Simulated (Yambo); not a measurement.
G0W0@PBEsol for SiC (2H, space group P6_3mc, No. 186) in Yambo. Reference settings: 6×6×4 Γ-centred k mesh, 76 bands and a 8 Ry block in the screening, 76 bands in G with the Bruneval-Gonze terminator, plasmon pole fitted at 27.2 eV. The PBEsol gap Γ → K on this mesh is 2.12 eV; G0W0 gaps are taken between the same points.

The settings were changed. The gap went from 2.96 eV to 2.72 eV, and the shift of the valence edge from -0.49 eV to 0.32 eV.

Which change was made?
A) 28 bands in G
B) no terminator
C) 28 bands in G, no terminator
D) wavefunctions cut at 25 Ry

C, 28 bands in G, no terminator. The others gave (gap, valence shift): no terminator: 2.86, -0.30 eV; 28 bands in G: 2.99, -0.45 eV; wavefunctions cut at 25 Ry: 2.94, -0.47 eV.

Geometry relaxed with PBEsol; primitive cell a = b = 3.076 Å, c = 5.048 Å, α = β = 90.00°, γ = 120.00°.

A shift is the quasiparticle energy of the state minus its PBEsol energy.
